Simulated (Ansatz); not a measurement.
Al₂O:
```
CELL_PARAMETERS angstrom
      0.00000     2.80657     2.80657
      2.80657     0.00000     2.80657
      2.80657     2.80657     0.00000
ATOMIC_POSITIONS crystal
  Al 0.25000 0.25000 0.25000
  Al 0.75000 0.75000 0.75000
  O  0.00000 0.00000 0.00000
```

Relaxed with PBEsol. Special points in fractions of this cell's reciprocal vectors: Γ (0.000, 0.000, 0.000); X (0.500, 0.000, 0.500); U (0.625, 0.250, 0.625); K (0.375, 0.375, 0.750); L (0.500, 0.500, 0.500); W (0.500, 0.250, 0.750).

**Question.** List the band energies nearest the Fermi level at these points for PBEsol in the plane-wave PAW code Ansatz.

**Answer.** In eV from the Fermi level; about four levels below and three above (degenerate sets whole), none deeper than 8.9 eV; points with the same levels are listed once.

| k | below | above |
|---|---|---|
| Γ | -7.08 -4.73 -4.73 -4.73 | 1.64 1.64 1.64 |
| X | -5.79 -5.79 -2.81 -1.51 | 0.48 2.63 2.63 |
| U | -6.96 -5.57 -2.10 -0.61 | 0.24 1.96 2.52 |
| L | -5.08 -5.08 -4.12 -0.05 | 1.74 1.74 4.61 |
| W | -0.80 -0.13 -0.12 -0.12 | 4.57 4.57 9.18 |

Space group Fm-3m (anti-fluorite). The start of the workflow was typed in or built on a structure type; the Crystallography Open Database files this formula in space group No. 225, but the cells were not matched. Whether it is the stable phase at ambient conditions was not checked. Symmetry was held in the PBEsol relaxation. At this level the phase is dynamically unstable (imaginary phonons).

Potentials: the earlier of the program's two PAW sets. The files were generated under PBE; for other functionals the program regenerates the frozen cores, and for LDA and PBEsol the local potential too.
